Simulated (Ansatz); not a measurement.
## Notes on Sr₂EuP₂

```
Eu P Sr
1.0
     2.30295    3.98882    0.00000
    -2.30295    3.98882    0.00000
     0.00000    0.00000    7.81991
Eu P Sr
1 2 2
Direct
  0.00000 0.00000 0.00000
  0.33330 0.33340 0.26000
  0.66670 0.66660 0.74000
  0.33330 0.33340 0.62000
  0.66670 0.66660 0.38000
```

Level: PBE, spin-orbit coupling; 420 eV; 5×5×3 Γ-centred mesh; fermi-dirac occupations (width 0.0286 eV); Ansatz 0.2.0, fixed geometry.

Magnetic state (reached from a saved solution, and it need not be the lowest): Eu1 along (0.00, 0.00, 1.00).

**Question.** What does the stress say?

**Answer.** The pressure is 6.4 GPa (compression positive), so with the atoms held at these fractions the cell would first expand; the forces are large, so a full relaxation may end otherwise.

**Question.** What is the formation energy?

**Answer.** -0.83 eV an atom against the elements' usual phases (free molecules for gases, crystals otherwise, with no correction for O₂ or N₂), so it is bound against them; other compounds may still compete. Relaxing would lower it.

**Question.** How is the charge shared?

**Answer.** Bader charges in e: Sr +1.22, Eu +1.38, P -1.91. In the mean Eu gives up most and P takes most.

**Question.** Metal or insulator?

**Answer.** It is a metal, with about 6.8 states/eV a cell as the mean within 0.25 eV of the Fermi level, mostly Eu f (91 %).

Origin: a known structure type with other elements, at an estimated volume, so it need not be a known compound. Caveats: the k mesh is coarse if the cell is a metal; atoms or cell far from equilibrium; the SCF threshold is loose for a stress; f shells without a U or exact exchange are poorly placed.
